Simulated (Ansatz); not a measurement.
# An elastic constant from a strain scan in Ba3PbO

All numbers below come from DFT PBEsol, scalar-relativistic, plane waves, PAW (Ansatz). Cutoff 420 eV, Γ-centred 10×10×10 k-points, Gaussian smearing of 0.15 eV. Spin–orbit coupling is left out, which matters for the heavy elements here. No spin polarisation. Energies are free energies at this smearing, counted from the undisturbed cell; pressure is positive in compression.

Zero of the scan (as given, not relaxed at this level; it stands at -0.9 GPa, and it needn't be the usual structure):

```
CELL_PARAMETERS angstrom
5.45900 0.00000 0.00000
0.00000 5.45900 0.00000
0.00000 0.00000 5.45900
ATOMIC_POSITIONS crystal
Ba 0.00000 0.50000 0.50000
Ba 0.50000 0.00000 0.50000
Ba 0.50000 0.50000 0.00000
Pb 0.00000 0.00000 0.00000
O 0.50000 0.50000 0.50000
```

The cell is strained by ε times the Voigt pattern (1, 1, 0, 0, 0, 0) (xx, yy, zz, yz, xz, xy; engineering shear) with fractional coordinates fixed. The cell holds 5 atoms in V0 = 162.68 Å³. The stress column is τ = (1/V0) dE/dε, got from the stress tensor σ (compression positive) at each point as −det(1 + εP) σ : P(1 + εP)⁻¹, with P the pattern as a tensor.

```
      ε  ΔE (meV/atom)  τ (GPa)
-0.0600         55.017  -12.276
-0.0450         24.382   -7.939
-0.0300          6.066   -4.175
-0.0150         -1.574   -0.921
 0.0000          0.000    1.885
 0.0150          9.503    4.295
 0.0300         25.810    6.355
 0.0450         47.899    8.103
 0.0525         60.833    8.871
 0.0600              ?        ?
```

Problem. Which combination of elastic constants does this scan measure, and how large is it?

Solution. For small ε, τ = τ0 + Kε with K = pᵀCp, which for this pattern is 2(C11 + C12) in the cubic axes. The parabola through τ at ε = -0.0150, 0 and 0.0150 has slope K = 174 GPa at zero. The energies per cell, E = NΔE, of the same two points give K = 2[E(ε₊)/ε₊ − E(ε₋)/ε₋]/[(ε₊ − ε₋)V0] = 174 GPa, in agreement.

Problem. Predict the withheld row at ε = 0.0600 from the harmonic law, and compare.

Solution. ΔE = V0(τ0 ε + Kε²/2)/N = 86.517 meV/atom and τ = 12.32 GPa. The calculation gives 74.887 meV/atom and 9.57 GPa: the energy lies 13 % below the harmonic value, as bonds soften when stretched.

No gap shows at this level, though a semilocal functional can close a small gap that the real compound has; without a gap these slopes depend on the k mesh and the smearing.